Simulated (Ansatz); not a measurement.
Question: BePd (CsCl type, space group No. 221) is relaxed with the program Ansatz at the PBE level (PAW). What lattice parameters of the conventional cell result?

Answer: a = 2.828 Å.

These are the values of the symmetrised cell.

Space group Pm-3m (CsCl type). A made-up cell: these elements were put on the sites of a structure type; the Crystallography Open Database files this formula in space group No. 221, but the cells were not matched. Its standing as an ambient phase is unchecked. The PBE relaxation kept the symmetry of its start; its stability against distortions is not shown here. The run is not spin-polarised.

Potentials: the earlier of the program's two PAW sets.
